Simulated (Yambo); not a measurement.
## How GW settings move the gap: CaSe

G0W0@PBEsol for CaSe (rock salt, space group Fm-3m, No. 225) in Yambo. Reference settings: 4×4×4 Γ-centred k mesh, bands 11 to 200 and a 8 Ry block in the screening, 200 bands in G with the Bruneval-Gonze terminator, plasmon pole fitted at 27.2 eV. The PBEsol gap Γ → X on this mesh is 1.74 eV; G0W0 gaps are taken between the same points.

| change from the reference | G0W0 gap Γ → X (eV) | shift of the valence edge (eV) |
|---|---|---|
| reference settings | 4.01 | -1.51 |
| 7 Ry block | 3.99 | -1.48 |
| 3 Ry block | 3.85 | -1.32 |
| 130 bands in G, no terminator | 4.00 | -1.30 |

The reference isn't shown to be the converged limit.

The standard potential for Se keeps a d shell in the valence without the s and p states of that shell. In tests on such compounds this moved G0W0 gaps by up to about 0.9 eV, so absolute quasiparticle energies here are unreliable; differences between settings are what counts.

Spin-orbit coupling is included.

Geometry relaxed with PBEsol; primitive cell a = 4.1485 Å, b = 4.1485 Å, c = 4.1485 Å, α = 60.00°, β = 60.00°, γ = 60.00°.

A shift is the quasiparticle energy of the state minus its PBEsol energy.
